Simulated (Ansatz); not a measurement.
Tc:
```xyz
2
Lattice="2.7097 0.0000 0.0000 -1.3548 2.3466 0.0000 0.0000 0.0000 4.3318" Properties=species:S:1:pos:R:3 pbc="T T T"
Tc     0.0000     1.5644     3.2489
Tc     1.3548     0.7822     1.0830
```

Relaxed with LDA.

### Question
Which orbitals make up the states near the Fermi level in plane-wave PAW LDA (Ansatz code)?

### Answer
Within 0.5 eV of the Fermi level: Tc 4d 89 %, Tc 5s 6 %. Projections are on Löwdin-orthogonalised atomic valence shells; empty p or d shells of many metals are not among them.

### Question
Tabulate the density of states.

### Answer
States/eV per cell of 2 atoms, in 0.25 eV bins, energy from the Fermi level.

| E (eV) | total | Tc 4d | Tc 5s | Tc 4p |
|---|---|---|---|---|
| -7.60 | 0.00 | 0.00 | 0.00 | 0.00 |
| -7.35 | 0.03 | 0.00 | 0.03 | 0.00 |
| -7.10 | 0.07 | 0.00 | 0.06 | 0.00 |
| -6.85 | 0.10 | 0.00 | 0.08 | 0.00 |
| -6.60 | 0.12 | 0.00 | 0.11 | 0.00 |
| -6.35 | 0.15 | 0.00 | 0.13 | 0.00 |
| -6.10 | 0.18 | 0.01 | 0.16 | 0.00 |
| -5.85 | 0.34 | 0.12 | 0.20 | 0.01 |
| -5.60 | 1.16 | 0.81 | 0.31 | 0.01 |
| -5.35 | 2.21 | 1.62 | 0.53 | 0.02 |
| -5.10 | 2.67 | 2.08 | 0.52 | 0.03 |
| -4.85 | 2.99 | 2.45 | 0.48 | 0.03 |
| -4.60 | 2.64 | 2.19 | 0.40 | 0.03 |
| -4.35 | 2.03 | 1.72 | 0.27 | 0.02 |
| -4.10 | 1.71 | 1.47 | 0.20 | 0.02 |
| -3.85 | 2.49 | 2.21 | 0.23 | 0.03 |
| -3.60 | 2.73 | 2.43 | 0.24 | 0.03 |
| -3.35 | 2.01 | 1.85 | 0.11 | 0.02 |
| -3.10 | 2.60 | 2.38 | 0.14 | 0.03 |
| -2.85 | 2.54 | 2.29 | 0.17 | 0.03 |
| -2.60 | 1.43 | 1.27 | 0.11 | 0.02 |
| -2.35 | 1.19 | 1.10 | 0.06 | 0.01 |
| -2.10 | 3.05 | 2.84 | 0.13 | 0.02 |
| -1.85 | 3.17 | 2.92 | 0.17 | 0.02 |
| -1.60 | 2.42 | 2.23 | 0.12 | 0.02 |
| -1.35 | 2.82 | 2.59 | 0.15 | 0.02 |
| -1.10 | 3.02 | 2.79 | 0.15 | 0.02 |
| -0.85 | 2.59 | 2.36 | 0.14 | 0.02 |
| -0.60 | 3.09 | 2.78 | 0.18 | 0.02 |
| -0.35 | 2.61 | 2.34 | 0.15 | 0.02 |
| -0.10 | 2.06 | 1.84 | 0.12 | 0.01 |
| 0.15 | 1.71 | 1.52 | 0.10 | 0.01 |
| 0.40 | 1.66 | 1.47 | 0.10 | 0.01 |
| 0.65 | 1.54 | 1.38 | 0.08 | 0.01 |
| 0.90 | 1.48 | 1.35 | 0.06 | 0.00 |
| 1.15 | 1.39 | 1.28 | 0.05 | 0.00 |
| 1.40 | 1.35 | 1.25 | 0.05 | 0.00 |
| 1.65 | 1.37 | 1.28 | 0.04 | 0.00 |
| 1.90 | 1.53 | 1.44 | 0.05 | 0.00 |
| 2.15 | 1.80 | 1.71 | 0.05 | 0.00 |
| 2.40 | 2.15 | 2.05 | 0.06 | 0.00 |
| 2.65 | 2.46 | 2.35 | 0.08 | 0.00 |
| 2.90 | 3.07 | 2.95 | 0.09 | 0.00 |
| 3.15 | 3.47 | 3.33 | 0.11 | 0.00 |
| 3.40 | 2.70 | 2.56 | 0.11 | 0.00 |
| 3.65 | 0.89 | 0.73 | 0.13 | 0.00 |
| 3.90 | 0.54 | 0.35 | 0.14 | 0.00 |
| 4.15 | 0.52 | 0.31 | 0.15 | 0.00 |
| 4.40 | 0.51 | 0.28 | 0.16 | 0.00 |
| 4.65 | 0.52 | 0.26 | 0.17 | 0.00 |

Space group P6_3/mmc (hcp (Mg type)). The cell was relaxed with LDA under the symmetry of its start. The run is not spin-polarised. Scalar-relativistic: spin–orbit coupling is off unless named, which matters more the heavier the elements.

Potentials: the earlier of the program's two PAW sets (Tc and Pm come from another file). The files were generated under PBE; for other functionals the program regenerates the frozen cores, and for LDA and PBEsol the local potential too.
